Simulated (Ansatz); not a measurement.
**Ca: course of a relaxation**

Computed with Ansatz 0.2.0, DFT PBEsol, scalar-relativistic, plane waves, PAW. (420 eV cutoff, 10×10×10 k-mesh, Gaussian smearing of 0.10 eV, no spin polarisation)

What was changed: biaxial strain in the a-b plane, c and atoms relaxed: -6.0 %.

Input:

```yaml
crystal:
  lattice:
    - [4.0678692399, 0.0, 0.0]
    - [0.0, 4.0678692399, 0.0]
    - [0.0, 0.0, 4.4611084974]
  atoms:
    - { symbol: Ca, position: [0.0, 0.0, 0.5] }
    - { symbol: Ca, position: [0.5, 0.5, 0.0] }
basis:
  ecutwfc: 420
kpoints:
  mp_grid: { grid: [10, 10, 10] }
hamiltonian:
  xc: pbesol
scf:
  occupations: { method: gaussian, width: 0.1 }
output:
  forces: true
  stress: true
  eigenvalues: true
relax:
  adjacent_minimum: "off"
  f_tol: 0.008
  max_steps: 40
  cell: { stress_tol: 0.05, fix: [a, b, gamma] }
```

F is the free energy. Steps run on the plane waves of an earlier cell, but the last one, and at times one on the way, on a freshly chosen basis, so a repeated geometry can differ a little in energy. The held parts of the cell keep their stress, so P needn't end at zero.

Steps:

```csv
step,F − F(1) (eV),largest force component (eV/Å),V (Å³/atom),P (GPa)
1,0.0000,0.000,36.910,1.83
2,-0.0188,0.000,37.803,1.34
3,-0.0417,0.000,39.603,0.41
4,-0.0466,0.000,40.814,-0.14
5,-0.0467,0.000,40.993,-0.22
6,-0.0472,0.000,40.993,-0.20
```

Relaxed structure:

```
CELL_PARAMETERS angstrom
4.06787 0.00000 0.00000
0.00000 4.06787 0.00000
0.00000 0.00000 4.95458
ATOMIC_POSITIONS crystal
Ca 0.00000 0.00000 0.50000
Ca 0.50000 0.50000 0.00000
```

The structure is tetragonal, space group I4/mmm (No. 139). Conventional cell: a = 4.068 Å, b = 4.068 Å, c = 4.955 Å, α = 90.00°, β = 90.00°, γ = 90.00°. Around Ca (site symmetry 4/mmm) lie 12 Ca at 3.80 to 4.07 Å.

The run converged. The run took of the order of 50 core-seconds.